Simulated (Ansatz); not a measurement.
# BN (P6_3mc), two-dimensional strain map

Level of theory: Ansatz, DFT r2SCAN, scalar-relativistic, plane waves, PAW. Settings: plane waves to 500 eV, k-mesh 12×12×6 (Γ-centred), Gaussian smearing 0.05 eV. No spin polarisation. Energies are free energies at this smearing, counted from the undisturbed cell; pressure is positive in compression.

The undisturbed cell (relaxed at this level; this wurtzite form isn't the usual structure):

```yaml
crystal:
  lattice:
    - [2.54397, 0.00000, 0.00000]
    - [-1.27198, 2.20314, 0.00000]
    - [0.00000, 0.00000, 4.20774]
  atoms:
    - { symbol: B, position: [0.66667, 0.33333, 0.99980] }
    - { symbol: B, position: [0.33333, 0.66667, 0.49980] }
    - { symbol: N, position: [0.66667, 0.33333, 0.62520] }
    - { symbol: N, position: [0.33333, 0.66667, 0.12520] }
```

The cell is strained by p along both x and y and by q along z, fractional coordinates fixed. Points are written (p, q).

Energy above the undisturbed cell in meV/atom (a dash: not computed):

```csv
p \ q,-0.030,-0.015,0.000,0.015,0.030
-0.030,63.3,46.5,?,42.1,52.4
-0.015,?,15.2,9.6,?,24.1
0.000,19.0,4.6,0.0,4.3,16.4
0.015,25.7,12.4,8.9,14.0,27.0
0.030,48.9,36.7,34.1,40.2,?
```

Fill in the withheld energies.

(-0.030, 0.000): 39.8; (-0.015, -0.030): 30.8; (-0.015, 0.015): 12.9; (0.030, 0.030): 54.0.